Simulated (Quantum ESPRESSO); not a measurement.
AlGaGeS₂N₂ (made-up cell, one site empty) (calculated)

Computed with Quantum ESPRESSO 7.5. Calculation on a made-up crystal cell, not a measurement, run twice, once with a planted mistake found by running each candidate: periodic Kohn-Sham density functional theory in plane waves with PseudoDojo standard norm-conserving scalar-relativistic pseudopotentials, each functional with its own files (v0.5 for PBE, v0.4.1 for LDA and PBEsol), no spin polarisation, no spin-orbit coupling, atoms not relaxed, stress positive in tension, energies less a fixed whole-eV offset for each atom's element; levels are Kohn-Sham levels at fractions of this cell's reciprocal vectors, counted from the reference band (half the neutral cell's valence electrons, rounded up) at Gamma; error bars cover cutoff and k-mesh only, not smearing or the files; each bar is the largest change over components, and at least 0.002 eV, 0.002 eV per angstrom or 0.02 GPa; a charged cell sits in a uniform background, with energy and stress on this program's zero of potential; energies are for the whole cell, and the offsets were chosen from early runs and are not element reference energies; a distance is the largest change of any value in units of its error bar (the energy's for the smearing term), a scale change is of lengths, and a coarse mesh keeps the half-step shift.

Common to all entries: lattice type zincblende/diamond; empty site 2; intended functional pbe; intended cutoff 1143 eV; intended fermi dirac smearing 0.025 eV; intended scf tolerance 1e-07 eV; intended electrons removed 0; healthy free energy less offsets 6.845 eV; healthy scf iterations 12; healthy smearing term minus ts 0 eV; healthy pressure 3.4 GPa; healthy stress xx -0.66 GPa; healthy stress yy -5.27 GPa; healthy stress zz -4.27 GPa; healthy stress yz 7.1 GPa; healthy stress xz 0.3 GPa; healthy stress xy -2.22 GPa; healthy reference band 26; faulty smearing term minus ts 0 eV; faulty reference band 26; candidate k points along each vector 1; candidate cutoff 685 eV; candidate smearing 0.71 eV; candidate functional pbesol; candidate scf tolerance 0.04 eV; candidate electrons removed -1; candidate scale change -1.08 percent; candidate first exchanged site 3; candidate second exchanged site 6; intended k mesh 4 x 4 x 4, shifted by half a step; structure shown as intended, without the mistake.

(1) AlGaGeS₂N₂ (made-up cell, one site empty)

Intended structure:
```
AlGaGeS2N2
1.0
      4.9012    -0.0364    -0.0615
     -0.0364     4.8657    -0.0228
     -0.0615    -0.0228     4.8905
Ge Ga Al S N
1 1 1 2 2
Direct
  -0.01146 -0.01977 0.00054
  0.50241 -0.00032 0.48821
  0.48638 0.48366 -0.00261
  0.24319 0.25351 0.23109
  0.23247 0.73883 0.74783
  0.75238 0.25035 0.74751
  0.74538 0.75255 0.25302
```

- faulty free energy less offsets: 6.856 eV
- faulty scf iterations: 6
- faulty pressure: 3.81 GPa
- faulty stress xx: -0.96 GPa
- faulty stress yy: -6.06 GPa
- faulty stress zz: -4.4 GPa
- faulty stress yz: 7.03 GPa
- faulty stress xz: -0.03 GPa
- faulty stress xy: -2.13 GPa
- fault kind: loose scf
- other mistakes compared: 7
- distance from healthy: 138.5 error bars
- distance from nearest other mistake: 226.8 error bars
- healthy error bar energy: 0.002663 eV
- healthy error bar stress: 0.02 GPa
- healthy error bar force: 0.002196 eV/Å
- healthy error bar next band up: 0.002 eV

Atoms:
```tsv
atoms element	atom site	atom energy offset (eV)
Ge	1	-2430
Ga	3	-2080
Al	4	-64
S	5	-302
S	6	-302
N	7	-283
N	8	-283
```

Healthy forces:
```tsv
site	x (eV/Å)	y (eV/Å)	z (eV/Å)
1	-6.916	0.365	-0.089
3	4.714	-0.198	0.823
4	7.235	1.471	-1.624
5	-2.603	0.586	3.48
6	-0.704	-1.47	-2.357
7	-1.043	-1.013	1.285
8	-0.684	0.26	-1.518
```

Healthy levels:
```tsv
level k point	next band up (eV)
Gamma	0.625
(1/2,1/2,1/2)	0.69
(0.15,0,0)	1.125
(0,0.15,0)	0.92
(0,0,0.15)	1.071
```

Faulty forces:
```tsv
site	x (eV/Å)	y (eV/Å)	z (eV/Å)
1	-7.22	0.515	-0.286
3	4.98	-0.036	1.033
4	7.267	1.422	-1.612
5	-2.599	0.524	3.508
6	-0.723	-1.566	-2.362
7	-0.982	-1.127	1.282
8	-0.724	0.268	-1.563
```

Faulty levels:
```tsv
level k point	next band up (eV)
Gamma	0.705
(1/2,1/2,1/2)	0.751
(0.15,0,0)	1.207
(0,0.15,0)	0.983
(0,0,0.15)	1.158
```

Candidate mistake: coarse kmesh, low cutoff, wide smearing, wrong functional, loose scf, wrong charge, cell scaled, atoms exchanged

(2) AlGaGeS₂N₂ (made-up cell, one site empty)

Structure as in entry 1.

- faulty free energy less offsets: 6.966 eV
- faulty scf iterations: 12
- faulty pressure: 7.06 GPa
- faulty stress xx: -4.22 GPa
- faulty stress yy: -9.05 GPa
- faulty stress zz: -7.92 GPa
- faulty stress yz: 7.63 GPa
- faulty stress xz: 0.52 GPa
- faulty stress xy: -2.43 GPa
- fault kind: cell scaled
- other mistakes compared: 7
- distance from healthy: 241.3 error bars
- distance from nearest other mistake: 226.8 error bars
- healthy error bar energy: 0.002663 eV
- healthy error bar stress: 0.02 GPa
- healthy error bar force: 0.002196 eV/Å
- healthy error bar next band up: 0.002 eV

Atoms:
```tsv
atoms element	atom site	atom energy offset (eV)
Ge	1	-2430
Ga	3	-2080
Al	4	-64
S	5	-302
S	6	-302
N	7	-283
N	8	-283
```

Healthy forces:
```tsv
site	x (eV/Å)	y (eV/Å)	z (eV/Å)
1	-6.916	0.365	-0.089
3	4.714	-0.198	0.823
4	7.235	1.471	-1.624
5	-2.603	0.586	3.48
6	-0.704	-1.47	-2.357
7	-1.043	-1.013	1.285
8	-0.684	0.26	-1.518
```

Healthy levels:
```tsv
level k point	next band up (eV)
Gamma	0.625
(1/2,1/2,1/2)	0.69
(0.15,0,0)	1.125
(0,0.15,0)	0.92
(0,0,0.15)	1.071
```

Faulty forces:
```tsv
site	x (eV/Å)	y (eV/Å)	z (eV/Å)
1	-7.348	0.369	-0.084
3	4.942	-0.231	0.887
4	7.765	1.589	-1.744
5	-2.886	0.738	3.872
6	-0.806	-1.667	-2.695
7	-1.005	-0.988	1.315
8	-0.662	0.189	-1.55
```

Faulty levels:
```tsv
level k point	next band up (eV)
Gamma	0.712
(1/2,1/2,1/2)	0.815
(0.15,0,0)	1.195
(0,0.15,0)	0.944
(0,0,0.15)	1.106
```

Candidate mistake: coarse kmesh, low cutoff, wide smearing, wrong functional, loose scf, wrong charge, cell scaled, atoms exchanged
